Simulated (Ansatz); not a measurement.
Ta2O5:
```
CELL_PARAMETERS angstrom
      3.83946     0.00000     0.00000
      0.00000     3.85986     0.00000
     -1.91608     0.00000     6.50390
ATOMIC_POSITIONS crystal
  Ta 0.64618 0.00000 0.79214
  Ta 0.35382 0.00000 0.20786
  O  0.64995 0.50000 0.79906
  O  0.35005 0.50000 0.20094
  O  0.18528 0.00000 0.87028
  O  0.81472 0.00000 0.12972
  O  0.50000 0.00000 0.50000
```

Relaxed with PBEsol. Special points in fractions of this cell's reciprocal vectors: Γ (0.000, 0.000, 0.000); Z (0.000, 0.500, 0.000); D (0.000, 0.500, 0.500); B (0.000, 0.000, 0.500); A (-0.500, 0.000, 0.500); E (-0.500, 0.500, 0.500); C2 (-0.500, 0.500, 0.000); Y2 (-0.500, 0.000, 0.000).

Q: List the band energies nearest the valence-band maximum at these points for PBEsol with spin–orbit coupling (plane waves, PAW; program Ansatz).

A: In eV from the valence-band maximum; about four levels below and three above (degenerate sets whole), none deeper than 8.9 eV; points with the same levels are listed once.

| k | below | above |
|---|---|---|
| Γ | -0.61 -0.61 -0.54 -0.54 | 2.20 2.20 2.54 2.54 |
| Z | -1.66 -1.66 -0.29 -0.29 | 4.27 4.27 5.44 5.44 |
| D | -1.35 -1.35 -0.30 -0.30 | 4.10 4.10 5.37 5.37 |
| B | -0.78 -0.78 -0.72 -0.72 | 2.14 2.14 2.66 2.66 |
| A | -0.92 -0.92 -0.74 -0.74 | 2.50 2.50 3.18 3.18 |
| E | -0.11 -0.11 0.00 0.00 | 3.23 3.23 5.02 5.02 |

Space group Cmmm. The workflow started from a Materials Project entry (that database holds measured and hypothetical structures alike); the Crystallography Open Database copy checked does not list it. COD files the formula under space group No. 49, so this cell is another polymorph or a model. Its standing as an ambient phase is unchecked. The PBEsol relaxation kept the symmetry of its start; of distortions, only those at the zone centre were tested, and some modes there are weakly imaginary. The run is not spin-polarised. Point labels and valley counts follow the cell and symmetry of the run, lower than the named group.

Potentials: the later of the program's two PAW sets.
